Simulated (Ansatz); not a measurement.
# What moves the field gradients of SiO₂?

Cell of run 1: a COD entry, taken as it stands.

```cif
data_SiO2
_symmetry_space_group_name_H-M 'P4_12_12'
_symmetry_Int_Tables_number 92
_cell_length_a 4.9727
_cell_length_b 4.9727
_cell_length_c 6.9257
_cell_angle_alpha 90.000
_cell_angle_beta 90.000
_cell_angle_gamma 90.000
loop_
_atom_site_label
_atom_site_type_symbol
_atom_site_symmetry_multiplicity
_atom_site_Wyckoff_symbol
_atom_site_fract_x
_atom_site_fract_y
_atom_site_fract_z
Si Si 4 a 0.3007 0.3007 0.0000
O O 8 b 0.2390 0.1041 0.1787
```

One atom of each set is listed.

Relaxed positions (PBE, cell held):

Si (0.3055, 0.3055, 0.0000)
O (0.2365, 0.1167, 0.1852)

All runs are DFT with Ansatz 0.2.0 (plane waves and PAW, scalar-relativistic unless spin–orbit coupling is named, Γ-centred meshes, Fermi–Dirac smearing where given) in this cell.

Run 1: PBE, atoms as given; 420 eV, 5×5×4 k-points, smearing 0.02 eV.
Run 2: PBE, atoms relaxed; 420 eV, 5×5×4 k-points, smearing 0.02 eV.
Run 3: r2SCAN, at the relaxed atoms; 500 eV, 5×5×4 k-points, smearing 0.02 eV.
Run 4: PBE, gradients read without the response of the cores, at the relaxed atoms; 420 eV, 5×5×4 k-points, smearing 0.02 eV.

| run | Si V_zz (η) | O V_zz (η) |
| --- | --- | --- |
| 1 | 0.52 (0.99) | 9.10 (0.14) |
| 2 | -0.40 (0.90) | 9.45 (0.19) |
| 3 | ? | ? |
| 4 | -0.37 (0.91) | 9.75 (0.19) |

V_zz in 10²¹ V/m².

Task: Estimate the row of run 3.

Result: Si: -0.40 (0.84); O: 9.33 (0.19). It lies nearest to run 2, from whose tensors on these sites it differs by 0.13 at most (largest principal value of the difference, on O). Taken one at a time, the positions of the atoms (as given or relaxed) move the tensors on these sites by up to 0.50 (largest principal value of the change, on O), the response of the cores by 0.30 (O), the functional (r2SCAN with its higher cutoff) by 0.13 (O). On some sites the largest principal value moves to another axis from run to run, and the sign of V_zz can flip with it.

In runs 1, 3 the atoms aren't at the calculated equilibrium (largest force 0.48, 0.29 eV/Å). The cell isn't the equilibrium one in run 1 (calculated pressure 8 GPa), and the entry's cell may itself be off.
